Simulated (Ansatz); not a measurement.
HfGeO3:
```
CELL_PARAMETERS angstrom
      3.99592     0.00000     0.00000
      0.00000     3.99592     0.00000
      0.00000     0.00000     4.24593
ATOMIC_POSITIONS crystal
  Hf 0.50000 0.50000 0.56911
  Ge 0.00000 0.00000 0.18995
  O  0.00000 0.50000 0.45528
  O  0.50000 0.00000 0.45528
  O  0.50000 0.50000 0.02058
```

Relaxed with PBEsol. Special points in fractions of this cell's reciprocal vectors: Γ (0.000, 0.000, 0.000); X (0.000, 0.500, 0.000); M (0.500, 0.500, 0.000); Z (0.000, 0.000, 0.500); R (0.000, 0.500, 0.500); A (0.500, 0.500, 0.500).

Problem. List the band energies nearest the valence-band maximum at these points for DFT-PBEsol in the program Ansatz with PAW potentials.

Solution. In eV from the valence-band maximum; about four levels below and three above (degenerate sets whole), none deeper than 8.9 eV; points with the same levels are listed once.

| k | below | above |
|---|---|---|
| Γ | -2.11 -2.11 -1.16 -1.16 -0.63 | 2.96 3.59 5.43 5.43 |
| X | -2.42 -1.07 -0.70 0.00 | 3.19 4.70 5.29 |
| M | -1.83 -1.83 -1.79 -1.55 -0.81 | 3.88 4.71 4.71 |
| Z | -2.41 -2.41 -1.22 -0.98 -0.98 | 1.39 3.71 5.60 5.60 |
| R | -2.79 -0.99 -0.86 -0.44 | 3.66 4.23 4.61 |
| A | -3.14 -1.54 -0.44 -0.44 | 5.05 5.26 5.26 |

Space group P4mm. The start of the workflow was typed in or built on a structure type; neither database checked (COD, Materials Project) lists it. Its standing as an ambient phase is unchecked. The PBEsol relaxation kept the symmetry of its start; its stability against distortions is not shown here. The run is not spin-polarised. Spin–orbit coupling is left out wherever it is not named.

Potentials: the later of the program's two PAW sets.
